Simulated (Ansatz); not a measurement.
## Computed properties of AlP

AlP:
```yaml
crystal:
  lattice:
    - [3.57040, 0.00000, 0.00000]
    - [-1.78520, 3.09205, 0.00000]
    - [0.00000, 0.00000, 5.75707]
  atoms:
    - { symbol: Al, position: [0.00000, 0.00000, 0.00000] }
    - { symbol: Al, position: [0.00000, 0.00000, 0.50000] }
    - { symbol: P, position: [0.33333, 0.66667, 0.25000] }
    - { symbol: P, position: [0.66667, 0.33333, 0.75000] }
```

Space group P6_3/mmc (No. 194), NiAs type; conventional cell a = b = 3.570 Å, c = 5.757 Å, α = β = 90.00°, γ = 120.00°.

Method: plane-wave PAW PBEsol (Ansatz code). The cell and atoms are relaxed at this level. Other levels are named where they apply.

**Cell and energy**

* **Volume per atom**: 15.89 Å³
* **Density**: 3.03 g/cm³
* **Formation energy from the elements (no fitted shifts)**: -0.40 eV/atom

**Electronic structure**

Electronic character: metallic (no gap)
Density of states at the Fermi level: 0.18 states/eV per atom (mean over ±0.08 eV)

**Mechanics**

Bulk modulus (Birch–Murnaghan fit): 110 GPa
Pressure derivative B′: 4.2
Elastic constants (relaxed ions, GPa): C11 = 182, C12 = 77.4, C13 = 67.9, C33 = 203, C44 = 44.6
Mechanical stability: stable (all eigenvalues of C positive)
Hill bulk and shear moduli: 110 and 51.4 GPa
Young's modulus: 133 GPa
Poisson's ratio: 0.30
Debye temperature from the elastic constants: 545 K

**Phonons**

* **Highest zone-centre frequency**: 423 cm⁻¹
* **Zone-centre stability**: no imaginary mode at Γ

The start of the workflow was typed in or built on a structure type; neither database checked (COD, Materials Project) lists it. It is not the phase usual at ambient conditions (space group No. 216). The PBEsol relaxation kept the symmetry of its start. As this level gives no gap, shear constants depend on the k-mesh and smearing (Fermi–Dirac, 0.1 eV here). As this level gives no gap, phonon frequencies hold no LO–TO term and depend on the k-mesh and smearing (Fermi–Dirac, 0.1 eV here). On the denser mesh and wider smearing of the elastic run this cell carries a stress of 0.5 GPa. The references are the lowest solids computed at this level, not always the standard phases.

Potentials: the later of the program's two PAW sets.
